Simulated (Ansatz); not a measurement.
An Ansatz (an electronic-structure program) run. Input:

Ansatz 0.2 input:
```yaml
crystal:
  lattice:
    - [4.2894680448, 0.0, 0.0]
    - [-2.1447340224, 3.7147882955, 0.0]
    - [0.0, 0.0, 8.0524871605]
  atoms:
    - { symbol: B, position: [0.7573843358, 0.6045618037, 0.7734908711] }
    - { symbol: B, position: [0.3954381963, 0.1528225321, 0.1068242044] }
    - { symbol: B, position: [0.8471774679, 0.2426156642, 0.4401575378] }
    - { symbol: B, position: [0.6045618037, 0.7573843358, 0.2265091289] }
    - { symbol: B, position: [0.1528225321, 0.3954381963, 0.8931757956] }
    - { symbol: B, position: [0.2426156642, 0.8471774679, 0.5598424622] }
    - { symbol: O, position: [0.1629676224, 0.5612847454, 0.4583753979] }
    - { symbol: O, position: [0.4387152546, 0.601682877, 0.7917087312] }
    - { symbol: O, position: [0.398317123, 0.8370323776, 0.1250420645] }
    - { symbol: O, position: [0.5612847454, 0.1629676224, 0.5416246021] }
    - { symbol: O, position: [0.601682877, 0.4387152546, 0.2082912688] }
    - { symbol: O, position: [0.8370323776, 0.398317123, 0.8749579355] }
    - { symbol: O, position: [0.0, 0.852591688, 0.6666666667] }
    - { symbol: O, position: [0.147408312, 0.147408312, 0.0] }
    - { symbol: O, position: [0.852591688, 0.0, 0.3333333333] }
kpoints:
  mp_grid: { grid: [8, 8, 4] }
hamiltonian:
  xc: lda
  pseudopotentials: { kind: paw }
scf:
  occupations: { method: fixed }
phonons:
  method: dfpt
  response_accuracy: low
  eigenvectors: true
  rigid_motions: translations
  dielectric: true
```

Output (shortened):

```
Pseudopotential: B, paw, valence charge 3
Pseudopotential: O, paw, valence charge 6
Functional definition: SPW92
Crystal: 15 atoms, lattice volume = 128.312 Å³
Basis set: ecut = 420 eV, 2493 PW (Γ), exchange–correlation on 60×60×108 points (8 copies of the dense FFT grid, shifted against one another)
Bands: 51, of which v1, the nominal top of the filled ones, is band 36 counted from 1 (35 counted from 0)
Symmetry: 6 space group operations
k-points: 132 of 256 (irreducible under 1 space group operation, time reversal used)
SCF 1 converged in 9 iterations: F = -5909.878606 eV  dr2 = 8.79e-12
SCF converged after 9 iterations
Free energy (F): -5909.878606 eV
Harris-Foulkes:  -5909.878606 eV  (|F-HF|=2.73e-12)
Internal energy: -5909.878606 eV  (E = F + TS)
E sigma→0 (E₀):  -5909.878606 eV
Fermi energy:    3.053108 eV
--- Per-component energies (eV) ---
  E_band       = -290.743979
  E_kinetic    = 1882.134950
  E_local      = -3899.144261  (includes V_loc(G=0)·N_el)
  E_nonlocal   = 528.740747
  E_hartree    = 1309.874359
  E_xc         = -837.720113
  E_vxc        = -1058.865455  (∫ρ·V_xc dr)
  E_paw        = -1771.501398  (= ΣΔE_a)
  E_vpaw       = -363.382569  (= ΣTr[D̂ρ^β])
  E_aug_tail   = 0.023859  (compensation charges beyond the density's cutoff)
  E_ewald      = -3123.434047
  E_core_change = 1.147299  (= ΣΔE_core)
  E_smearing   =  0.000000  (= −TS)
  E_closure    =  0.000000  (closes the sum)
  Σ components = -5909.878606   (vs F -5909.878606, Δ=0.00e0)
--- Band table (eV; the first three rows and the last of 132) ---
  k-point 0: bands = ["-16.8619", "-16.0806", "-16.0806", "-14.5841", "-14.5841", "-14.1857", "-14.1706", "-14.1706", "-14.1280", "-5.5553", "-5.0358", "-5.0358", "-4.0827", "-4.0827", "-3.2576", "-3.2402", "-2.4794", "-2.4794", "-1.0062", "-1.0062", …
  k-point 1: bands = ["-16.8070", "-16.3960", "-15.7478", "-14.8390", "-14.3763", "-14.1851", "-14.1748", "-14.1677", "-14.1526", "-5.5242", "-5.2640", "-4.7689", "-4.2491", "-3.9345", "-3.5351", "-2.9382", "-2.5118", "-2.5053", "-1.4170", "-0.4875", …
  k-point 2: bands = ["-16.6469", "-16.6469", "-15.5504", "-15.0082", "-14.2350", "-14.2350", "-14.1788", "-14.1788", "-14.1667", "-5.4283", "-5.4283", "-4.5647", "-4.4076", "-3.7627", "-3.7627", "-2.6691", "-2.6691", "-2.5202", "-1.5763", "-0.1213", …
  k-point 131: bands = ["-16.2045", "-15.7612", "-15.6248", "-15.2383", "-15.1220", "-14.5823", "-14.3613", "-14.2591", "-14.2291", "-5.5932", "-5.0809", "-4.7680", "-3.9674", "-3.4055", "-3.2603", "-2.8039", "-2.2019", "-2.1417", "-1.7717", "-0.9548", …
--- Phonons (Γ-DFPT): 8 representative perturbations + reference, on 132 of 256 k-points (Σ response iterations 24) ---
  ASR residual: 1.922e-4 → 0.000e0 eV/Å²; symmetrization residual: 1.924e-5 eV/Å²
  ASR residual per site (eV/Å²): 1.52e-4 1.84e-4 1.67e-4 1.67e-4 1.52e-4 1.84e-4 1.92e-4 1.92e-4 1.92e-4 1.92e-4 1.92e-4 1.92e-4 3.85e-5 3.85e-5 4.28e-5
  Γ frequencies (cm⁻¹): 0.00 0.00 0.00 114.73 128.05 128.05 185.07 225.27 225.27 282.70 282.70 310.72 310.72 312.20 321.53 335.43 513.64 513.64 544.03 569.11 585.35 585.35 604.97 604.97 680.07 687.52 687.52 709.60 729.60 729.60 1009.88 1009.88 1162.69 1271.96 …
  ε∞ (high-frequency dielectric tensor):
        3.013841     0.000000     0.000000
        0.000000     3.013841     0.000000
        0.000000     0.000000     2.935244
  ε⁰ (static dielectric tensor: ions relaxed, cell fixed):
        6.087559     0.000000     0.000000
        0.000000     6.087559     0.000000
        0.000000     0.000000     6.493874
  ε⁰ − ε∞ (ionic part):
        3.073718     0.000000     0.000000
        0.000000     3.073718     0.000000
        0.000000     0.000000     3.558630
  softest optical mode at Γ: 114.73 cm⁻¹; the repairs (sum rule, projections) moved no ω² at Γ by more than (5.32 cm⁻¹)²
  Born effective charges Z* (e; rows j = field, columns β = displacement):
    site 0:
         3.18307   -0.04691    0.08372
         0.17247    2.06140   -0.33341
        -0.28650   -0.74981    2.32054
    site 1:
         2.39619   -0.62678    0.24688
        -0.40740    2.84828    0.23921
         0.79260    0.12679    2.32054
    site 2:
         2.28745    0.34461   -0.33060
         0.56400    2.95702    0.09420
        -0.50610    0.62302    2.32054
    site 3:
         2.28745   -0.34461    0.33060
        -0.56400    2.95702    0.09420
         0.50610    0.62302    2.32054
    site 4:
         3.18307    0.04691   -0.08372
        -0.17247    2.06140   -0.33341
         0.28650   -0.74981    2.32054
    site 5:
         2.39619    0.62678   -0.24688
         0.40740    2.84828    0.23921
        -0.79260    0.12679    2.32054
    site 6:
        -1.15792   -0.52645    0.04278
        -0.44978   -2.50597   -0.50478
         0.16975   -0.69927   -1.40457
    site 7:
        -2.59168   -0.37800    0.41577
        -0.30133   -1.07222    0.28944
         0.52071    0.49665   -1.40457
    site 8:
        -1.74624    0.78945   -0.45854
         0.86612   -1.91765    0.21535
        -0.69046    0.20262   -1.40457
    site 9:
        -1.74624   -0.78945    0.45854
        -0.86612   -1.91765    0.21535
         0.69046    0.20262   -1.40457
    site 10:
        -1.15792    0.52645   -0.04278
         0.44978   -2.50597   -0.50478
        -0.16975   -0.69927   -1.40457
    site 11:
        -2.59168    0.37800   -0.41577
         0.30133   -1.07222    0.28944
        -0.52071    0.49665   -1.40457
    site 12:
        -1.74627   -0.28699    0.57770
        -0.28699   -1.41488    0.33354
         0.89488    0.51666   -1.83194
    site 13:
        -1.74627    0.28699   -0.57770
         0.28699   -1.41488    0.33354
        -0.89488    0.51666   -1.83194
    site 14:
        -1.24919    0.00000    0.00000
         0.00000   -1.91197   -0.66707
         0.00000   -1.03332   -1.83194
  Z* charge neutrality: 1.347e-5 e pre-enforcement
  k-mesh period / interband length: 32.2 Å / 0.91 Å = 35.40 at k = (0.0000, 0.0000, 0.0000), direct gap 6.807 eV — 14 or more, which is no proof of convergence
  optical modes at Γ without the LO–TO term, one row a degenerate level:
      ω (cm⁻¹)  modes    IR ((D/Å)²/amu)
        114.73      1             1.1177
        128.05      2             1.6808
        185.07      1             0.0000
        225.27      2             0.0590
        282.70      2             0.1078
        310.72      2             0.5802
        312.20      1             0.0000
        321.53      1             0.0063
        335.43      1             0.0000
        513.64      2             0.0612
        544.03      1            21.0455
        569.11      1             0.0000
        585.35      2             7.6013
        604.97      2            25.3355
        680.07      1             0.9681
        687.52      2            14.0690
        709.60      1             0.0000
        729.60      2             0.6918
       1009.88      2             1.1067
       1162.69      1             4.7778
       1271.96      2           167.8088
       1279.87      1             0.0000
       1288.51      1             3.7866
       1294.50      1             0.0000
       1303.82      2            13.9913
       1311.58      1            86.1896
       1383.67      2             2.1874
       1473.40      2            47.5910
  optical modes at Γ + LO–TO along q̂ = [1.0000, 0.0000, 0.0000]:
      ω (cm⁻¹)  modes    IR ((D/Å)²/amu)
        114.73      1             1.1177
        128.05      1             0.8404
        137.92      1             0.2687
        185.07      1             0.0000
        225.27      1             0.0295
        225.49      1             0.0103
        282.70      1             0.0539
        282.98      1             0.0159
        310.72      1             0.2901
        312.16      1             0.0919
        312.20      1             0.0000
        321.53      1             0.0063
        335.43      1             0.0000
        513.64      1             0.0306
        513.71      1             0.0047
        544.03      1            21.0455
        569.11      1             0.0000
        585.35      1             3.8007
        588.68      1             0.1164
        604.97      1            12.6677
        637.25      1             3.1267
        680.07      1             0.9681
        687.52      1             7.0345
        709.60      1             0.0000
        714.93      1             5.1714
        729.60      1             0.3459
        732.73      1             1.7422
       1009.88      1             0.5533
       1010.75      1             0.1835
       1162.69      1             4.7778
       1271.96      1            83.9044
       1279.87      1             0.0000
       1288.51      1             3.7866
       1294.50      1             0.0000
       1300.88      1             0.2451
       1303.82      1             6.9957
       1311.58      1            86.1896
       1378.67      1             4.5009
       1383.67      1             1.0937
       1403.68      1            19.0628
       1473.40      1            23.7955
       1589.78      1           106.8955
  optical modes at Γ + LO–TO along q̂ = [0.0000, 1.0000, 0.0000]:
      ω (cm⁻¹)  modes    IR ((D/Å)²/amu)
        114.73      1             1.1177
        128.05      1             0.8404
        137.92      1             0.2687
        185.07      1             0.0000
        225.27      1             0.0295
        225.49      1             0.0103
        282.70      1             0.0539
        282.98      1             0.0159
        310.72      1             0.2901
        312.16      1             0.0919
        312.20      1             0.0000
        321.53      1             0.0063
        335.43      1             0.0000
        513.64      1             0.0306
        513.71      1             0.0047
        544.03      1            21.0455
        569.11      1             0.0000
        585.35      1             3.8007
        588.68      1             0.1164
        604.97      1            12.6677
        637.25      1             3.1267
        680.07      1             0.9681
        687.52      1             7.0345
        709.60      1             0.0000
        714.93      1             5.1714
        729.60      1             0.3459
        732.73      1             1.7422
       1009.88      1             0.5533
       1010.75      1             0.1835
       1162.69      1             4.7778
       1271.96      1            83.9044
       1279.87      1             0.0000
       1288.51      1             3.7866
       1294.50      1             0.0000
       1300.88      1             0.2451
       1303.82      1             6.9957
       1311.58      1            86.1896
       1378.67      1             4.5009
       1383.67      1             1.0937
       1403.68      1            19.0628
       1473.40      1            23.7955
       1589.78      1           106.8955
  optical modes at Γ + LO–TO along q̂ = [0.0000, 0.0000, 1.0000]:
      ω (cm⁻¹)  modes    IR ((D/Å)²/amu)
        128.05      2             1.6808
        129.47      1             0.3598
        185.07      1             0.0000
        225.27      2             0.0590
        282.70      2             0.1078
        310.72      2             0.5802
        312.20      1             0.0000
        321.56      1             0.0017
        335.43      1             0.0000
        513.64      2             0.0612
        569.11      1             0.0000
        585.35      2             7.6013
        604.97      2            25.3355
        614.70      1             9.3438
        685.49      1             1.6949
        687.52      2            14.0690
        709.60      1             0.0000
        729.60      2             0.6918
       1009.88      2             1.1067
       1167.69      1             0.8708
       1271.96      2           167.8088
       1279.87      1             0.0000
       1289.41      1             0.0424
       1294.50      1             0.0000
       1303.82      2            13.9913
       1383.67      2             2.1874
       1473.40      2            47.5910
       1510.29      1           105.5782
```

Cost: roughly 14 core-minutes on shared cores.

Space group P3_121. The first step of the workflow began from a Materials Project structure, measured or hypothetical; the Crystallography Open Database files this formula in space group No. 152, but the cells were not matched. Whether it is the stable phase at ambient conditions was not checked. The cell was relaxed with LDA under the symmetry of its start; phonons on a q-mesh show no instability.

Potentials: the later of the program's two PAW sets.

Ansatz is a plane-wave DFT program.
